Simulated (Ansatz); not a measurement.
The relaxed structure here is a generated cell of Rh: the first start was made by placing the elements on the sites of a structure type, and the end was not matched to a known phase here, so it may be hypothetical. Known forms of Rh include space group No. 225.

One stationary structure of Rh. Method: r2SCAN (plane waves to 500 eV, PAW, scalar-relativistic; Ansatz, a first-principles code).

```
CELL_PARAMETERS angstrom
      4.84940     0.00000     0.00000
      0.00000     4.84940     0.00000
      0.00000     0.00000     4.84940
ATOMIC_POSITIONS crystal
  Rh 0.15153 0.15153 0.15153
  Rh 0.65153 0.34847 0.84847
  Rh 0.84847 0.65153 0.34847
  Rh 0.34847 0.84847 0.65153
  Rh 0.84847 0.84847 0.84847
  Rh 0.34847 0.65153 0.15153
  Rh 0.15153 0.34847 0.65153
  Rh 0.65153 0.15153 0.34847
```

Question: Find the space group and the Wyckoff positions (tolerance 0.01 Å).

Answer: Space group Pa-3 (No. 205); a = 4.8494 Å, b = 4.8494 Å, c = 4.8494 Å, α = 90.00°, β = 90.00°, γ = 90.00°

| atom | site | symmetry | x | y | z |
|---|---|---|---|---|---|
| Rh | 8c | .3. | 0.1515 | 0.1515 | 0.1515 |

Question: Give the shortest distances between elements (the closest pairs, up to four, under 3.6 Å).

Answer: Rh–Rh 2.55 Å.

* **Volume per atom**: 14.26 Å³
* **Band gap**: zero (metallic)

No spin polarisation in the result.

The run could not lose the symmetry of its start, so the end can be a saddle point.
